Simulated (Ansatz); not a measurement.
## Si₂W: do energies and stresses tell the same story?

Computed with DFT PBEsol, scalar-relativistic, plane waves, PAW (Ansatz).

Plane waves to 420 eV, a k mesh through Γ of 18×18×18 on the computed 3-atom cell and Gaussian smearing (0.10 eV); no spin polarisation.

Relaxed cell: I4/mmm, a = 3.203 Å, b = 3.203 Å, c = 7.816 Å, α = 90.00°, β = 90.00°, γ = 90.00°, 3 atoms in the primitive cell.

Energies at zero smearing and pressures from the stress tensor, at volumes with shape and atoms relaxed:
```csv
V (Å³/atom),E − E(first) (meV/atom),P (GPa)
11.757,0.00,38.94
12.158,-81.76,26.75
12.559,-135.36,16.37
12.960,-164.97,7.53
13.361,-174.12,-0.01
13.761,-165.85,-6.43
14.162,-142.77,-11.87
14.697,-92.76,-17.87
```

Question: Check P = −dE/dV between neighbouring volumes, and get the bulk modulus from the pressures alone.

Answer: With 1 eV/Å³ = 160.2 GPa:
```tsv
middle V (Å³/atom)	−ΔE/ΔV (GPa)	mean P (GPa)
11.958	32.682	32.844
12.359	21.427	21.562
12.759	11.834	11.950
13.160	3.659	3.760
13.561	-3.305	-3.217
13.962	-9.228	-9.150
14.429	-14.992	-14.874
```

The two differ by 0.16 GPa at most. The mean of two end pressures misses the average over a step by about ΔV² P″/12, up to 0.16 GPa here; with that taken off 0.00 GPa remains. Around V = 13.361 Å³/atom, the two neighbours give B = −V ΔP/ΔV = 13.361 × 13.95 / 0.802 = 232.6 GPa, against B0 = 231.1 GPa from the Birch–Murnaghan fit of the energies.

Spin–orbit coupling is left out, which can shift energies with elements as heavy as these.